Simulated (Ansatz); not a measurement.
Ag$_{3}$Pt (Cu3Au type, space group No. 221) at seven volumes, the program Ansatz at the LDA level (PAW), scaled uniformly. One row is withheld.

```tsv
V (Å³/atom)	P (GPa)
14.185	21.37
14.653	12.81
15.120	5.77
15.588	0.01
16.055	-4.70
16.523	-8.56
16.991	?
```

Task: Fit the shown pressures and predict the withheld one.

Result: P = (3/2)B₀(x^(7/2) − x^(5/2))[1 + (3/4)(B′ − 4)(x − 1)] with x = (V₀/V)^(2/3). Least squares on the six rows gives V₀ = 15.589 Å³/atom, B₀ = 173 GPa, B′ = 5.66. At V = 16.991, x = 0.9442 and P = -11.67 GPa. The run itself gave -11.74 GPa.

Space group Pm-3m (Cu3Au type). The workflow started from a Materials Project entry (that database holds measured and hypothetical structures alike); the Crystallography Open Database files this formula in space group No. 221, but the cells were not matched. Whether it is the stable phase at ambient conditions was not checked. Symmetry was held in the LDA relaxation; of distortions, only those at the zone centre were tested. No spin polarisation was allowed. Scalar-relativistic: spin–orbit coupling is off unless named, which matters more the heavier the elements.

Potentials: the later of the program's two PAW sets.
